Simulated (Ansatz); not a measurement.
Put ZrB4C in Amm2 (No. 38): Zr on 2b; B on 2a, 4d and 2b; C on 2a.

Method: DFT PBE, scalar-relativistic, plane waves, PAW (Ansatz 0.2.0). Cutoff 420 eV, Γ-centred mesh, Gaussian smearing, no spin polarisation.

Formation energies are uncorrected and refer to the elements' standard structures at the same level.

Task: Predict the relaxed structure.

Result:

Space group Amm2 (No. 38). a = 3.058 Å, b = 4.694 Å, c = 7.354 Å, α = 90.00°, β = 90.00°, γ = 90.00°
| atom | site | symmetry | x | y | z |
| --- | --- | --- | --- | --- | --- |
| Zr | 2b | mm2 | 0.5000 | 0.5000 | 0.9298 |
| B | 2a | mm2 | 0.0000 | 0.5000 | 0.3937 |
| B | 4d | m.. | 0.0000 | 0.8068 | 0.1056 |
| B | 2b | mm2 | 0.5000 | 0.5000 | 0.5382 |
| C | 2a | mm2 | 0.0000 | 0.5000 | 0.1831 |

Zr is surrounded by 2 C at 2.41 Å, 6 B at 2.47–2.48 Å, 9 B at 2.81–2.97 Å and 2 Zr at 3.06 Å; B on a site of symmetry mm2 has 1 C at 1.55 Å, 4 B at 1.80–1.86 Å, 2 B at 2.56 Å and 4 Zr at 2.81 Å; around B on a site of symmetry m lie 1 C at 1.55 Å, 4 B at 1.80–1.85 Å and 2 Zr at 2.47 Å; around C lie 3 B at 1.55 Å and 2 Zr at 2.41 Å; 1 more site not described. Another local minimum with the same sites may exist.

Task: Where does its energy lie, and is it a metal?

Result: The energy over the elements is +0.05 eV/atom and the gap on the 12×10×10 mesh of the 6-atom cell is 0 eV (a metal). It can't be a ground state, since the elements alone are lower.

The last run used Gaussian smearing of 0.10 eV. The reference form of C is held partly by dispersion forces, which this level lacks. Symmetry constrained the relaxation, so the result can be a saddle point.
